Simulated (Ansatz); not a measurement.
Hf₂InC:
```yaml
crystal:
  lattice:
    - [3.31358, 0.00000, 0.00000]
    - [-1.65679, 2.86964, 0.00000]
    - [0.00000, 0.00000, 14.80084]
  atoms:
    - { symbol: Hf, position: [0.66667, 0.33333, 0.58223] }
    - { symbol: Hf, position: [0.33333, 0.66667, 0.41777] }
    - { symbol: Hf, position: [0.33333, 0.66667, 0.08223] }
    - { symbol: Hf, position: [0.66667, 0.33333, 0.91777] }
    - { symbol: In, position: [0.66667, 0.33333, 0.25000] }
    - { symbol: In, position: [0.33333, 0.66667, 0.75000] }
    - { symbol: C, position: [0.00000, 0.00000, 0.50000] }
    - { symbol: C, position: [0.00000, 0.00000, 0.00000] }
```

Relaxed with r²SCAN. Special points in fractions of this cell's reciprocal vectors: Γ (0.000, 0.000, 0.000); M (0.500, 0.000, 0.000); K (0.333, 0.333, 0.000); A (0.000, 0.000, 0.500); L (0.500, 0.000, 0.500); H (0.333, 0.333, 0.500).

Problem. List the band energies nearest the Fermi level at these points for plane-wave PAW r²SCAN with spin–orbit coupling (Ansatz code).

Solution. In eV from the Fermi level; about four levels below and three above (degenerate sets whole), none deeper than 8.9 eV; points with the same levels are listed once.

| k | below | above |
|---|---|---|
| Γ | -3.02 -3.02 -1.92 -1.92 | 0.54 0.54 1.12 1.12 |
| M | -1.14 -1.14 -1.12 -1.12 | 2.14 2.14 3.02 3.02 |
| K | -1.11 -1.11 -1.09 -1.09 | 0.00 0.00 1.52 1.52 |
| A | -2.50 -2.50 -2.50 -2.50 | 0.89 0.89 0.89 0.89 |
| L | -1.13 -1.13 -1.13 -1.13 | 2.58 2.58 2.58 2.58 |
| H | -1.15 -1.15 -0.90 -0.90 | 0.63 0.63 0.78 0.78 |

Space group P6_3/mmc. The first step of the workflow began from a Materials Project structure, measured or hypothetical; the Crystallography Open Database copy checked does not list it. Whether it is the stable phase at ambient conditions was not checked. The cell was relaxed with r²SCAN under the symmetry of its start; its stability against distortions is not shown here. The run is not spin-polarised.

Potentials: the later of the program's two PAW sets.
